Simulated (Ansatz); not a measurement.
The relaxed structure here is a generated cell of ZrGe: the first start was made by placing the elements on the sites of a structure type, and the end was not matched to a known phase here, so it may be hypothetical.

A trial cell of ZrGe was relaxed with r2SCAN (plane waves to 500 eV, PAW, scalar-relativistic; Ansatz, a first-principles code).

Before: P4/nmm, origin choice 1 (No. 129), tP4; a = b = 3.5880 Å, c = 6.8353 Å, α = β = γ = 90.00°.

After relaxation:

Simulated powder pattern, Cu Kα, λ = 1.54184 Å (kinematic, ideal powder, no thermal factors, no anomalous dispersion; the 24 strongest lines at most, above 1 %, up to 2θ = 90°):

| 2θ (°) | I/Imax (%) |
|---|---|
| 28.25 | 2.0 |
| 32.74 | 100 |
| 46.98 | 72 |
| 58.44 | 25 |
| 68.62 | 11 |
| 78.13 | 31 |
| 87.31 | 24 |

Task: Identify the relaxed structure from its pattern: crystal system, space group and cell.

Result: Cubic, Fm-3m (No. 225), cF8, rock salt type; a = 5.471 Å, b = 5.471 Å, c = 5.471 Å, α = 90.00°, β = 90.00°, γ = 90.00°. Sites: Zr 4a (0.000, 0.000, 0.000); Ge 4b (0.500, 0.500, 0.500).

Task: Index the strongest lines.

Result: 32.74° (200), 46.98° (220), 58.44° (222), 78.13° (420), 87.31° (422).

No spin polarisation in the result.

The run could not lose the symmetry of its start, so the end can be a saddle point.
